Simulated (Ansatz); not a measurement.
GaP:
Space group Pm-3m (No. 221); a = b = c = 3.1622 Å, α = β = γ = 90.00°

```tsv
atom	site	symmetry	x	y	z
Ga	1a	m-3m	0.0000	0.0000	0.0000
P	1b	m-3m	0.5000	0.5000	0.5000
```

Relaxed with PBEsol.

Q: Decompose the optical modes at the zone centre into irreducible representations, and say which are infrared and Raman allowed.

A: Point group m-3m: Γ_opt = T1u. Infrared: T1u. Raman: none.

Q: Assign frequencies (DFPT, the program Ansatz at the PBEsol level (PAW)).

A: T1u 121 cm⁻¹.

The cell is a constructed one: a structure type filled with these elements; neither database checked (COD, Materials Project) lists it. It is not the phase usual at ambient conditions (space group No. 216). Symmetry was held in the PBEsol relaxation. At this level the phase is mechanically unstable. As this level gives no gap, phonon frequencies hold no LO–TO term and depend on the k-mesh and smearing (Fermi–Dirac, 0.1 eV here). Scalar-relativistic: spin–orbit coupling is off unless named, which matters more the heavier the elements.

Potentials: the earlier of the program's two PAW sets. The files were generated under PBE; for other functionals the program regenerates the frozen cores, and for LDA and PBEsol the local potential too.
